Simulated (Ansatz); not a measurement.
Input file for Ansatz (an electronic-structure program):

Ansatz 0.2 input:
```yaml
crystal:
  lattice:
    - [1.9562367302, -6.0357424975, 0.0]
    - [1.9562367302, 6.0357424975, 0.0]
    - [0.0, 0.0, 3.9923027897]
  atoms:
    - { symbol: Al, position: [0.0, 0.0, 0.0] }
    - { symbol: Al, position: [0.8274494469, 0.1725505531, 0.5] }
    - { symbol: Al, position: [0.1725505531, 0.8274494469, 0.5] }
    - { symbol: Ti, position: [0.6564420723, 0.3435579277, 0.0] }
    - { symbol: Ti, position: [0.3435579277, 0.6564420723, 0.0] }
    - { symbol: Al, position: [0.5, 0.5, 0.5] }
kpoints:
  mp_grid: { grid: [11, 11, 10] }
hamiltonian:
  xc: r2scan
  pseudopotentials: { kind: paw }
scf:
  occupations: { method: gaussian, width: 0.1 }
checkpoint: { read: metal.run }
output: { bader: true, populations: true }
```

Output (shortened):

```
Pseudopotential: Al, paw, valence charge 3
Pseudopotential: Ti, paw, valence charge 12
Functional definition: r2SCAN
Crystal: 6 atoms, lattice volume = 94.277 Å³
Basis set: ecut = 500 eV, 2383 PW (Γ), exchange–correlation on 192×192×120 points (64 copies of the dense FFT grid, shifted against one another)
Bands: 30, of which v1, the nominal top of the filled ones, is band 18 counted from 1 (17 counted from 0)
Symmetry: 8 space group operations
Space group: Cmmm (ITA 65), of the structure as read, at distance tolerance 4.6e-5 Å
k-points: 216 of 1210
Stability of the state it starts from, as read at its close in the unpolarized treatment …
iter 1 solved again at ethr=3.53e-7 eV; its pass at ethr=3.10e-3 eV (dr2=1.27e-4 eV) is discarded
SCF iter   1: F=—  HF=-7173.226542 eV  |F-HF|=—  |Δ(HF+E_count)|=         —  Δρ=2.19e-7  dr2=3.07e-11  dr2_τ=3.01e-12  ethr=3.53e-7  ⟨swp⟩=2.1  Hψ=45538  notcnv=0
preconditioner: auto → Kerker (q_TF=auto, 2.324 Å⁻¹)
SCF iter   2: F=—  HF=-7173.226526 eV  |F-HF|=—  |Δ(HF+E_count)|=   1.53e-5  Δρ=1.73e-7  dr2=4.56e-11  dr2_τ=4.21e-12  ethr=1.00e-12  ⟨swp⟩=6.7  Hψ=23701  notcnv=0
SCF iter   3: F=-7173.226526 eV  HF=-7173.226526 eV  |F-HF|=4.55e-12  |Δ(HF+E_count)|=  9.09e-13  Δρ=8.46e-8  dr2=1.08e-11  dr2_τ=3.90e-13  ethr=1.00e-12  ⟨swp⟩=1.0  Hψ=13857  notcnv=0
SCF 1 converged in 3 iterations: F = -7173.226526 eV  dr2 = 1.08e-11
SCF converged after 3 iterations
Free energy (F): -7173.226526 eV
Harris-Foulkes:  -7173.226526 eV  (|F-HF|=4.55e-12)
Internal energy: -7173.213902 eV  (E = F + TS)
E sigma→0 (E₀):  -7173.220214 eV
Entropy (-TS):   -0.012625 eV (-2.104 meV/atom)
Fermi energy:    10.460530 eV
--- Per-component energies (eV) ---
  E_band       = -344.570514
  E_kinetic    = 642.871848
  E_local      = -2324.225254  (includes V_loc(G=0)·N_el)
  E_nonlocal   = 55.748618
  E_hartree    = 1013.897465
  E_xc         = -335.351842
  E_vxc        = -393.475580  (∫ρ·V_xc dr)
  E_paw        = -4007.883262  (= ΣΔE_a)
  E_vpaw       = -376.335829  (= ΣTr[D̂ρ^β])
  E_aug_tail   = 0.000182  (compensation charges beyond the density's cutoff)
  E_vtau       = 23.050696  (kinetic-family band-sum trace: ∫τ·v_τ [+ j·A + Jᵃ·Aᵃ] dr)
  E_ewald      = -2217.524311
  E_core_change = -0.747346  (= ΣΔE_core)
  E_smearing   = -0.012625  (= −TS)
  E_closure    = 0.000000  (closes the sum)
  Σ components = -7173.226526   (vs F -7173.226526, Δ=0.00e0)
  [band-id]    e_kinetic+e_local+e_nonlocal+2·e_hartree+e_vxc+e_vpaw+e_augmentation_tail+e_vtau = -344.570388   (vs E_band -344.570514, Δ=1.27e-4)
--- Band table (eV; the first three rows and the last of 216) ---
  k-point 0: bands = ["-48.6169", "-48.5849", "-23.9287", "-23.8930", "-23.8785", "-23.8549", "-23.7500", "-23.7070", "-0.2399", "4.0333", "4.1120", "8.1502", "8.4114", "8.6752", "8.6850", "9.6472", "9.8208", "9.9991", "10.8743", "11.0446", "11.2885", …
  k-point 1: bands = ["-48.6168", "-48.5849", "-23.9308", "-23.8947", "-23.8782", "-23.8548", "-23.7499", "-23.7068", "-0.1388", "4.0833", "4.2058", "7.1527", "8.6571", "8.7274", "8.8096", "9.6905", "9.7188", "10.3019", "10.5591", "10.9350", "11.4188", …
  k-point 2: bands = ["-48.6166", "-48.5847", "-23.9361", "-23.8989", "-23.8776", "-23.8544", "-23.7496", "-23.7065", "0.1608", "4.2119", "4.4817", "5.9071", "8.4703", "8.6117", "8.8791", "9.4229", "9.9216", "10.4098", "10.7982", "10.8578", "11.1164", …
  k-point 215: bands = ["-48.6152", "-48.5851", "-23.9477", "-23.9122", "-23.8590", "-23.8547", "-23.7474", "-23.7231", "2.3161", "3.0618", "3.2819", "5.2397", "8.1033", "8.3129", "8.3597", "9.5222", "10.5445", "11.4324", "11.5456", "11.9321", "12.1339", …
--- Löwdin populations: 6 sites ---
  site symbol       q [e]
     0     Al      3.1436
     1     Al      3.2429
     2     Al      3.2429
     3     Ti     11.4754
     4     Ti     11.4754
     5     Al      3.1703
  spilling = 0.006927 (of n_electrons = 36.000000)
--- Bader charges: 6 sites ---
  site symbol  charge [e]  shift [e]
     0     Al     -0.3825     0.0007
     1     Al     -0.4332     0.0002
     2     Al     -0.4333     0.0002
     3     Ti      0.8586     0.0002
     4     Ti      0.8586     0.0002
     5     Al     -0.4682     0.0006
  shift: an alarm, by how much a part of what the PAW files miss would move the charge. Where it is large, compare
  with a run on PAW files of another source; a small one proves nothing
  estimated error of the sums over rays = 8.4e-4 e
```

Cost: very roughly 2.2 core-minutes on shared cores.

The workflow started from an entry of the Crystallography Open Database (COD). Its standing as an ambient phase is unchecked. The cell was relaxed with r²SCAN under the symmetry of its start; whether a distortion lowers the energy is not shown. No spin polarisation was allowed.

Potentials: the later of the program's two PAW sets.

Ansatz is a plane-wave DFT program.
